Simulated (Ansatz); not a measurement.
## Ansatz 0.2.0, settings compared: Sb2AsSe2

The command:

```bash
ansatz run input.yaml --threads 1 --pin off --max-ram 2560MiB --backend cpu --events-out ev --progress --plain --runs-dir out
```

The input file (Ansatz 0.2.0, plane waves):

```yaml
crystal:
  lattice:
    - [0.0, 4.105137, 0.0]
    - [5.573406, -2.052569, 0.0]
    - [-0.048901, 2.052569, -11.713629]
  atoms:
    - { symbol: Sb, position: [0.9548, 0.7341, 0.8245] }
    - { symbol: Sb, position: [0.0452, 0.2659, 0.1755] }
    - { symbol: Sb, position: [0.8119, 0.2259, 0.6021] }
    - { symbol: Sb, position: [0.1881, 0.7741, 0.3979] }
    - { symbol: As, position: [0.3942, 0.7728, 0.9844] }
    - { symbol: As, position: [0.6058, 0.2272, 0.0156] }
    - { symbol: Se, position: [0.2114, 0.1852, 0.7624] }
    - { symbol: Se, position: [0.7886, 0.8148, 0.2376] }
    - { symbol: Se, position: [0.5937, 0.779, 0.5916] }
    - { symbol: Se, position: [0.4063, 0.221, 0.4084] }
  symmetry: { tolerance: 0.0003 }
kpoints:
  mp_grid: { grid: [5, 5, 5], shift: [0, 0, 0] }
magnetization:
  spin_polarized: false
scf:
  occupations: { method: fermi_dirac }
hamiltonian:
  pseudopotentials: { kind: paw }
  xc: r2scan
basis:
  ecutwfc: 500
output:
  forces: true
  stress: true
  eigenvalues: true
```

Origin of the cell: a known structure type with other elements, at an estimated volume, so it need not be a known compound.

The smearing width isn't typed, so it takes its default of 0.1 eV.

Output of this run (shortened):

```
Pseudopotentials: kind: paw
Pseudopotential: Sb, paw, valence charge 15, recommended cutoff 500 eV (meta_gga), Sb.paw.azcp
Pseudopotential: As, paw, valence charge 15, recommended cutoff 500 eV (meta_gga), As.paw.azcp
Pseudopotential: Se, paw, valence charge 16, recommended cutoff 500 eV (meta_gga), Se.paw.azcp
Functional definition: r2SCAN
  exchange = r2scan_x(k0 = k0, k1 = k1, a1 = a1)
  correlation = r2scan_c
Crystal: 10 atoms, lattice volume = 268.003 Å³
Basis set: ecut = 500 eV, 6817 PW (Γ), exchange–correlation on 120×180×360 points (64 copies of the dense FFT grid, shifted against one another)
Bands: 93, of which v1, the nominal top of the filled ones, is band 77 counted from 1 (76 counted from 0)
Symmetry: 4 space group operations
[… 11 lines left out …]
Initial density: superposition of atomic densities (neutral atoms: chi_scale 0, normalization atom), corrected by the library's trained network
Functional: x = r2scan, c = r2scan; τ floored in thin density (d = 2e-4 eV/Å³)
SCF iter   1: F=—  HF=-57639.681212 eV  Δρ=5.38e-3  dr2=1.04e-1  dr2_τ=2.23e-2  defer=22
SCF iter   2: F=—  HF=-57639.711516 eV  Δρ=2.63e-3  dr2=1.90e-2  dr2_τ=4.94e-4  defer=110
SCF iter   3: F=—  HF=-57639.712310 eV  Δρ=9.85e-4  dr2=1.99e-3  dr2_τ=4.38e-5  defer=71
SCF iter   4: F=—  HF=-57639.712888 eV  Δρ=2.74e-4  dr2=1.94e-4  dr2_τ=3.56e-6  defer=71
SCF iter   5: F=—  HF=-57639.712978 eV  Δρ=7.97e-5  dr2=7.34e-5  dr2_τ=9.36e-7  defer=71
SCF iter   6: F=—  HF=-57639.712943 eV  Δρ=3.59e-5  dr2=3.66e-6  dr2_τ=5.47e-8  defer=71
SCF iter   7: F=—  HF=-57639.712945 eV  Δρ=9.63e-6  dr2=4.31e-7  dr2_τ=1.71e-8  defer=71
SCF iter   8: F=-57639.712945 eV  HF=-57639.712945 eV  Δρ=3.07e-6  dr2=2.58e-8  dr2_τ=4.40e-10
SCF 1 converged in 8 iterations: F = -57639.712945 eV  dr2 = 2.58e-8
SCF converged after 8 iterations
Free energy (F): -57639.712945 eV
Harris-Foulkes:  -57639.712945 eV  (|F-HF|=6.22e-9)
Internal energy: -57639.706423 eV  (E = F + TS)
E sigma→0 (E₀):  -57639.709684 eV
Entropy (-TS):   -0.006522 eV (-0.652 meV/atom)
Fermi energy:    9.054778 eV
--- Per-component energies (eV) ---
  E_band       = -2839.057697
  E_kinetic    = 1500.032805
  E_local      = -19848.493329  (includes V_loc(G=0)·N_el)
  E_nonlocal   = -2271.946172
  E_hartree    = 9737.075876
  E_xc         = -1048.967965
  E_vxc        = -999.481855  (∫ρ·V_xc dr)
  E_paw        = -29798.024406  (= ΣΔE_a)
  E_vpaw       = -750.292013  (= ΣTr[D̂ρ^β])
  E_aug_tail   = -0.000851  (compensation charges beyond the density's cutoff)
  E_vtau       = 56.982524  (kinetic-family band-sum trace: ∫τ·v_τ [+ j·A + Jᵃ·Aᵃ] dr)
  E_ewald      = -15901.432632
  E_core_change = -7.949749  (= ΣΔE_core)
  E_smearing   = -0.006522  (= −TS)
  Σ components = -57639.712945   (vs F -57639.712945, Δ=0.00e0)
--- Forces (eV/Å), atoms counted from 1 ---
  atom   1  Sb    -0.022177     0.000000    -0.690111
[… 4 lines left out …]
  atom   6  As    -0.771630     0.000000    -0.472126
  atom   7  Se     0.347856    -0.000000    -0.443679
  atom   8  Se    -0.347856     0.000000     0.443679
  atom   9  Se    -0.737553     0.000000     0.616269
  atom  10  Se     0.737553    -0.000000    -0.616269
  max |Σ_I F_I| component: 1.11e-16 eV/Å
--- Stress (GPa, compression-positive) ---
        2.098520      -0.000000      -0.854497
       -0.000000      -0.485915       0.000000
       -0.854497       0.000000      -0.573295
  P = ⅓ Tr σ = 0.3464 GPa (3.464 kbar)
```

The same input was run again with these changes:

1. `scf.algorithm` default → direct_min; `scf.lower_state_search` default → "off"
2. `hamiltonian.dispersion` default → d4
3. `basis.ecutwfc` 500 → "58.8 Ry"; `scf.occupations.method` fermi_dirac → tetrahedron_uncorrected

```tsv
run	end	SCF iterations	P (GPa)	max force component (eV/Å)	moment (μB)	ΔE(σ→0) (meV/atom)
base	converged	8	0.35	0.772	–	0
1	input refused	0	–	–	–	–
2	converged	8	-0.49	0.770	–	–
3	converged	8	0.34	0.774	–	-0.73
```

Energies are compared only where functional, datasets, charge and starting cell are the same.

Caveats of the base run: no spin-orbit coupling, though heavy elements are present.

The base run ran for 140 s of wall time on 1 CPU thread(s) of a shared host, from the program's own first density.
